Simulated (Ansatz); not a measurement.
The cell of ZrSi6 is invented: random cell by space group and Wyckoff sites (P6/mmm, No. 191). The dimensions are guesses.

```cif
data_structure
_symmetry_space_group_name_H-M 'P6/mmm'
_symmetry_Int_Tables_number 191
_cell_length_a 5.2516
_cell_length_b 5.2516
_cell_length_c 5.5592
_cell_angle_alpha 90.000
_cell_angle_beta 90.000
_cell_angle_gamma 120.000
_cell_volume 132.78
loop_
_atom_site_label
_atom_site_type_symbol
_atom_site_symmetry_multiplicity
_atom_site_Wyckoff_symbol
_atom_site_fract_x
_atom_site_fract_y
_atom_site_fract_z
_atom_site_occupancy
Zr1 Zr 1 a 0.00000 0.00000 0.00000 1
Si1 Si 6 l 0.21801 0.78199 0.00000 1
```

Theory: DFT PBE, scalar-relativistic, plane waves, PAW in Ansatz 0.2.0. Cutoff 420 eV, Gaussian smearing, Γ-centred meshes. Cell and atoms relax first on a coarse mesh and then on a finer one. In between, the cell is made exact in the group found at 0.06 Å. In metals the finer mesh still leaves noise of several meV/atom or more. The steps can't lower the symmetry of their start. No spin polarisation in the relaxation; trial moments died out in a coarse test.

A guess keeps its type if space group and coordination stay and the shape of the cell changes little (axis ratios within about 15 %, angles within 6°); the volume may change.

**Question.** Does this structure survive the relaxation?

**Answer.** It doesn't keep its type. The symmetry stays P6/mmm (No. 191). The volume per atom shrinks by 9.1 %, from 19.0 to 17.2 Å³. The shortest distance goes from 1.82 Å (Si–Si) to 2.47 Å (Si–Si). The ratio c/a of the conventional cell changes by a factor of 0.36. Counting neighbours within 15 % of an atom's shortest distance, the start has Si 5, Zr 6 and the end Si 7, Zr 8. In detail, at the end Zr is surrounded by 2 Zr at 2.71 Å and 6 Si at 2.71 Å; Si is surrounded by 2 Si at 2.47 Å, 4 Si at 2.71 Å and 1 Zr at 2.71 Å.

Space group P6/mmm (No. 191). a = 7.171 Å, b = 7.171 Å, c = 2.709 Å, α = 90.00°, β = 90.00°, γ = 120.00°
```json
{"atom": "Zr", "site": "1a", "symmetry": "6/mmm", "x": "0.0000", "y": "0.0000", "z": "0.0000"}
{"atom": "Si", "site": "6l", "symmetry": "mm2", "x": "0.2184", "y": "0.7816", "z": "0.0000"}
```

The zero of energy is the elements' standard structures at the same level; no fitted shifts are applied.

**Question.** At what energy does it end?

**Answer.** +0.36 eV/atom. A positive value: parting into the elements would lower its energy.

The last run used a 6×6×14 mesh (in the run's order of axes) for its 7-atom cell and Gaussian smearing of 0.10 eV. Symmetry constrained the relaxation, so the result can be a saddle point.
